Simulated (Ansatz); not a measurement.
YSi:
```yaml
crystal:
  lattice:
    - [3.83458, 0.00000, 0.00000]
    - [-1.91729, 3.32084, 0.00000]
    - [0.00000, 0.00000, 7.87374]
  atoms:
    - { symbol: Y, position: [0.00000, 0.00000, 0.00000] }
    - { symbol: Y, position: [0.00000, 0.00000, 0.50000] }
    - { symbol: Si, position: [0.33333, 0.66667, 0.25000] }
    - { symbol: Si, position: [0.66667, 0.33333, 0.75000] }
```

This is the PBE-relaxed structure.

Task: All from DFT-PBE in the program Ansatz with PAW potentials, unless another level is named. Give the electronic character.

Result: metallic (no gap).

Task: Predict the density of states at the Fermi level.

Result: 0.84 states/eV per atom (mean over ±0.08 eV).

Task: Next, the formation energy from the elements (no fitted shifts)?

Result: -0.37 eV/atom.

Space group P6_3/mmc (NiAs type). The cell is a constructed one: a structure type filled with these elements; neither database checked (COD, Materials Project) lists it. Whether it is the stable phase at ambient conditions was not checked. The PBE relaxation kept the symmetry of its start; whether a distortion lowers the energy is not shown. No spin polarisation was allowed. The references are the lowest solids computed at this level, not always the standard phases. Scalar-relativistic: spin–orbit coupling is off unless named, which matters more the heavier the elements.

Potentials: the later of the program's two PAW sets.
